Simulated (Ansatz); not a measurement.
ZnS with Ag replacing Zn: a run for the field gradients

```yaml
crystal:
  lattice:
    - [5.73405, 3.310555311, 0.0]
    - [-5.73405, 3.310555311, 0.0]
    - [0.0, 0.0, 12.52]
  atoms:
    - { symbol: Zn, position: [0.0, 0.0, 0.0] }
    - { symbol: Zn, position: [0.3333333333, 0.6666666667, 0.0] }
    - { symbol: Zn, position: [0.6666666667, 0.3333333333, 0.0] }
    - { symbol: Zn, position: [0.0, 0.0, 0.5] }
    - { symbol: Zn, position: [0.3333333333, 0.6666666667, 0.5] }
    - { symbol: Zn, position: [0.6666666667, 0.3333333333, 0.5] }
    - { symbol: Ag, position: [0.3333333333, 0.3333333334, 0.25] }
    - { symbol: Zn, position: [0.6666666667, 0.0, 0.25] }
    - { symbol: Zn, position: [0.0, 0.6666666667, 0.25] }
    - { symbol: Zn, position: [0.3333333333, 1.0, 0.75] }
    - { symbol: Zn, position: [0.6666666667, 0.6666666666, 0.75] }
    - { symbol: Zn, position: [0.0, 0.3333333333, 0.75] }
    - { symbol: S, position: [0.0, 0.0, 0.1875] }
    - { symbol: S, position: [0.3333333333, 0.6666666667, 0.1875] }
    - { symbol: S, position: [0.6666666667, 0.3333333333, 0.1875] }
    - { symbol: S, position: [0.0, 0.0, 0.6875] }
    - { symbol: S, position: [0.3333333333, 0.6666666667, 0.6875] }
    - { symbol: S, position: [0.6666666667, 0.3333333333, 0.6875] }
    - { symbol: S, position: [0.3333333333, 0.3333333334, 0.4375] }
    - { symbol: S, position: [0.6666666667, 0.0, 0.4375] }
    - { symbol: S, position: [0.0, 0.6666666667, 0.4375] }
    - { symbol: S, position: [0.3333333333, 1.0, 0.9375] }
    - { symbol: S, position: [0.6666666667, 0.6666666666, 0.9375] }
    - { symbol: S, position: [0.0, 0.3333333333, 0.9375] }
total_charge: -1
kpoints:
  mp_grid: { grid: [3, 3, 2] }
scf:
  occupations: { method: fermi_dirac, width: 0.01 }
hamiltonian:
  xc: pbe
  pseudopotentials: { kind: nc, accuracy: standard }
  hubbard: { sites: [{ species: Ag, l: d, u_eff: 1.0 }], double_counting: amf }
output:
  forces: true
  stress: true
  populations: true
  efg:
    quadrupole_moments_barn: { Zn: 0.122, S: -0.0694 }
    contact_densities: true
basis:
  ecutwfc: "450 eV"
```

```sh
ansatz run input.yaml --threads 1 --pin off --max-ram 3072MiB --backend cpu --events-out ev --progress --plain --runs-dir out
```

Task: Does this calculation finish, and if not, why?

Result: The program refused the input. The program says:

```
Error: output.efg without hamiltonian.pseudopotentials.kind: paw|paw_fr|all_electron or hamiltonian.pseudopotentials.kind: all_electron — the all-electron EFG reconstruction needs the PAW one-centre densities; drop the efg request, or set kind: paw (paw_fr under spin-orbit coupling) (under a functional that reads the kinetic-energy density, kind: paw is refused in some combinations and carries risks of its own in the rest: see hamiltonian.xc for the refusals and hamiltonian.pseudopotentials.kind for the risks, both in the input reference; kind: paw is refused beside gw.static_remainder)
```

Against a sound input the change was `hamiltonian.hubbard`: not typed → {sites: [{species: Ag, l: d, u_eff: 1.0}], double_counting: amf}; `basis.ecutwfc`: not typed → 450 eV; `hamiltonian.pseudopotentials`: {kind: paw} → {kind: nc, accuracy: standard}. The message points to `hamiltonian.pseudopotentials`.

With the sound settings the run converges and gives V_zz (10²¹ V/m²) Zn1 -1.27 (η 0.19), Zn4 -1.18 (η 0.75), Ag 1.81 (η 0.00), Zn8 1.56 (η 0.00), Zn10 -0.47 (η 0.27), S13 -3.90 (η 0.78), among others; a site carries the number of its first atom in the input. The defect repeats with the cell of 24 atoms, so it feels its images: sites between two images don't show the values beside a lone defect, and zeros or small values of η there can come from the images' arrangement. S and Zn carry a gradient in the pure host already, so the values there aren't the defect's effect alone. A uniform background compensates the cell's charge. Without spin–orbit coupling (the program notes it for Ag) the gradients can shift somewhat, as the gap is small. The neighbours have not yet relaxed around the defect (largest force 1.7 eV/Å), so a real crystal will differ.
